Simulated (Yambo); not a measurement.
A G0W0@PBEsol run in Yambo for NaBa₂ReO₆ (space group Fm-3m, No. 225) (2×2×2 Γ-centred k mesh, bands 6 to 229 and a 7 Ry block in the screening, 229 bands in G with the Bruneval-Gonze terminator, plasmon pole fitted at 27.2 eV) gives these matrix elements, in eV, at the band edges (Γ → X):

```
state               E0    <Vxc>     <Σx>  <Σc(E0)>      Z
---------------  -----  -------  -------  --------  -----
valence edge     0.000  -19.542  -24.540     4.448  0.764
conduction edge  1.900  -16.884  -12.086    -3.168  0.800
```

Solve the linearised quasiparticle equation for both states, give the gap, and say how exchange and correlation each act on it.

E = E0 + Z(Σx + Σc − Vxc). Valence: 0.000 + 0.764 × (-24.540 + (4.448) − (-19.542)) = -0.42 eV. Conduction: 1.900 + 0.800 × (-12.086 + (-3.168) − (-16.884)) = 3.20 eV. The gap is 3.62 eV, against 1.90 eV in PBEsol. Replacing Vxc by bare exchange alone would open it by 9.80 eV; correlation takes back 7.62 eV of that, and Z scales what is left. Nearest settings tried, and what they do to the gap: 94 bands in G: +43 meV. Not varied: bands in W, block, mesh. So the settings aren't converged at that level. The k mesh is coarse. Without spin-orbit coupling, band edges of such heavy elements can be off by tenths of an eV.

Geometry of the Materials Project entry, not relaxed at this level; primitive cell a = b = c = 5.9548 Å, α = β = γ = 60.00°.
